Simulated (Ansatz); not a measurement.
How the vibrations of CrB$_{2}$ change with volume

Method: DFT LDA, scalar-relativistic, plane waves, PAW (Ansatz). Cutoff 420 eV, 18×18×14 k-points (Γ-centred), Fermi-Dirac smearing of 0.15 eV. No spin polarisation. Phonons by linear response, acoustic sum rule imposed.

Equilibrium structure at this level:
```cif
data_structure
_symmetry_space_group_name_H-M 'P 1'
_symmetry_Int_Tables_number 1
_cell_length_a 2.9461
_cell_length_b 2.9461
_cell_length_c 2.8630
_cell_angle_alpha 90.000
_cell_angle_beta 90.000
_cell_angle_gamma 120.000
_cell_volume 21.52
loop_
_atom_site_label
_atom_site_type_symbol
_atom_site_fract_x
_atom_site_fract_y
_atom_site_fract_z
_atom_site_occupancy
Cr1 Cr 0.00000 0.00000 0.00000 1
B1 B 0.33333 0.66667 0.50000 1
B2 B 0.66667 0.33333 0.50000 1
```

In a metal, frequencies depend on the k mesh and the smearing, soft modes most. Spin polarisation was left out, and a magnetic state may lie lower.

Cells at 0.98 and 1.02 times the equilibrium volume were relaxed in shape and atoms; γ = −d ln ν / d ln V, modes matched by rank.

Problem. Give the optical frequencies at Γ (cm⁻¹) at the three volumes and the mode Grüneisen parameters.

Solution.
```csv
0.98 V,V,1.02 V,γ,degeneracy
459,441,424,2.02,2
472,452,433,2.18,1
567,556,546,0.94,1
970,948,926,1.17,2
```

Problem. What pressures hold the two strained cells, and what bulk modulus follows?

Solution. 6.63 GPa at 0.98 V and -5.98 GPa at 1.02 V, so B = −dP/d ln V ≈ 315 GPa.